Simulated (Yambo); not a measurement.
A G0W0@LDA run in Yambo for TlBiS$_{2}$ (space group R-3m, No. 166) (4×4×4 Γ-centred k mesh, 117 bands and a 6 Ry block in the screening, 117 bands in G with the Bruneval-Gonze terminator, plasmon pole fitted at 27.2 eV) gives these matrix elements, in eV, at the band edges (Γ → Γ):

| state | E0 | <Vxc> | <Σx> | <Σc(E0)> | Z |
|---|---|---|---|---|---|
| valence edge | 0.000 | -13.298 | -14.491 | 0.773 | 0.784 |
| conduction edge | 0.345 | -10.590 | -7.920 | -2.688 | 0.805 |

### Question
Solve the linearised quasiparticle equation for both states, give the gap, and say how exchange and correlation each act on it.

### Answer
E = E0 + Z(Σx + Σc − Vxc). Valence: 0.000 + 0.784 × (-14.491 + (0.773) − (-13.298)) = -0.33 eV. Conduction: 0.345 + 0.805 × (-7.920 + (-2.688) − (-10.590)) = 0.33 eV. The gap is 0.66 eV, against 0.34 eV in LDA. Replacing Vxc by bare exchange alone would open it by 3.86 eV; correlation takes back 3.46 eV of that, and Z scales what is left. Nearest settings tried, and what they do to the gap: 91 bands in W, 91 bands in G: -28 meV; 4 Ry block (111 vectors against 179): -48 meV; 2×2×2 mesh: -52 meV. So the settings aren't converged at that level. Spin-orbit coupling is left out; with 6p states at a band edge it can lower the gap by many tenths of an eV, most of a small gap. So small a LDA gap in heavy elements may be inverted, where one-shot corrections to single bands mislead.

The standard potentials for Bi, Tl keep a d shell in the valence without the s and p states of that shell. In tests on such compounds this moved G0W0 gaps by up to about 0.9 eV, so absolute quasiparticle energies here are unreliable; differences between settings are what counts.

Geometry of the Materials Project entry, not relaxed at this level; primitive cell a = 7.780 Å, b = 7.780 Å, c = 7.780 Å, α = 30.73°, β = 30.73°, γ = 30.73°.
